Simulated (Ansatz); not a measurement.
Ti$_{5}$Si:
```cif
data_SiTi5
_chemical_formula_sum 'Ti5 Si1'
_space_group_name_H-M_alt 'P 1'
_space_group_IT_number 1
_cell_length_a 5.20722
_cell_length_b 5.20722
_cell_length_c 5.20722
_cell_angle_alpha 56.312
_cell_angle_beta 56.312
_cell_angle_gamma 56.312
loop_
_space_group_symop_operation_xyz
  'x, y, z'
loop_
_atom_site_label
_atom_site_type_symbol
_atom_site_fract_x
_atom_site_fract_y
_atom_site_fract_z
_atom_site_occupancy
Ti1 Ti 0.15111 0.15111 0.15111 1
Ti2 Ti 0.84889 0.84889 0.84889 1
Ti3 Ti 0.60448 0.39552 0.00000 1
Ti4 Ti 0.00000 0.60448 0.39552 1
Ti5 Ti 0.39552 0.00000 0.60448 1
Si1 Si 0.50000 0.50000 0.50000 1
```

Relaxed with LDA.

### Question
Which orbitals make up the states near the Fermi level in plane-wave PAW LDA (Ansatz code)?

### Answer
Within 0.5 eV of the Fermi level: Ti 3d 87 %. Projections are on Löwdin-orthogonalised atomic valence shells; empty p or d shells of many metals are not among them.

### Question
Tabulate the density of states.

### Answer
States/eV per cell of 6 atoms, in 0.25 eV bins, energy from the Fermi level.

```tsv
E (eV)	total	Ti 3d	Ti 4s	Si 3p
-7.85	1.77	0.27	0.28	0.00
-7.60	0.00	0.00	0.00	0.00
-7.35	0.00	0.00	0.00	0.00
-7.10	0.00	0.00	0.00	0.00
-6.85	0.00	0.00	0.00	0.00
-6.60	0.00	0.00	0.00	0.00
-6.35	0.00	0.00	0.00	0.00
-6.10	0.00	0.00	0.00	0.00
-5.85	0.00	0.00	0.00	0.00
-5.60	0.00	0.00	0.00	0.00
-5.35	0.00	0.00	0.00	0.00
-5.10	0.01	0.00	0.00	0.00
-4.85	0.35	0.03	0.17	0.10
-4.60	1.87	0.27	0.80	0.57
-4.35	4.47	0.85	1.66	1.40
-4.10	1.53	0.42	0.46	0.46
-3.85	1.97	0.63	0.51	0.67
-3.60	2.31	0.79	0.50	0.91
-3.35	3.12	1.12	0.62	1.25
-3.10	3.99	1.56	0.62	1.65
-2.85	3.86	1.76	0.43	1.53
-2.60	0.67	0.38	0.10	0.16
-2.35	4.66	3.14	0.77	0.61
-2.10	5.23	3.85	0.78	0.44
-1.85	6.33	4.91	0.81	0.40
-1.60	7.06	5.82	0.61	0.40
-1.35	7.97	6.63	0.66	0.37
-1.10	7.14	6.04	0.45	0.30
-0.85	5.67	4.81	0.31	0.23
-0.60	6.58	5.61	0.34	0.20
-0.35	7.51	6.37	0.52	0.14
-0.10	6.22	5.32	0.35	0.20
0.15	6.10	5.51	0.18	0.14
0.40	3.94	3.54	0.11	0.08
0.65	6.47	5.91	0.18	0.11
0.90	8.65	7.90	0.21	0.16
1.15	9.22	8.54	0.18	0.16
1.40	9.82	8.96	0.21	0.21
1.65	9.35	8.38	0.32	0.19
1.90	9.74	8.84	0.32	0.16
2.15	7.63	6.96	0.23	0.13
2.40	6.91	6.20	0.24	0.15
```

Space group R32. The workflow started from a Materials Project entry (that database holds measured and hypothetical structures alike); the Crystallography Open Database copy checked does not list it. Whether it is the stable phase at ambient conditions was not checked. The LDA relaxation kept the symmetry of its start; of distortions, only those at the zone centre were tested. No spin polarisation was allowed.

Potentials: the later of the program's two PAW sets.
